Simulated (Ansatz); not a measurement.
Values for one crystal, relaxed and computed with PBE (plane waves, PAW; program Ansatz); other levels are named.

Volume per atom: 15.96 Å³
Electronic character: metallic (no gap)
Pressure derivative B′: 4.1
Formation energy from the elements (no fitted shifts): -14 meV/atom
Density of states at the Fermi level: 0.51 states/eV per atom (mean over ±0.08 eV)
Gap with spin–orbit coupling: none (metallic)
Bulk modulus (Birch–Murnaghan fit): 2800 kbar

Which of these materials gives this?
(A) AlNi, CsCl type
(B) FeCo, CsCl type
(C) MoW, CsCl type
(D) AlCo, CsCl type

C, MoW, CsCl type

Space group Pm-3m (CsCl type). The start of the workflow was typed in or built on a structure type; neither database checked (COD, Materials Project) lists it. Whether it is the stable phase at ambient conditions was not checked. The PBE relaxation kept the symmetry of its start; its stability against distortions is not shown here. No spin polarisation was allowed. The references are the lowest solids computed at this level, not always the standard phases. Scalar-relativistic: spin–orbit coupling is off unless named, which matters more the heavier the elements.

Potentials: the earlier of the program's two PAW sets.
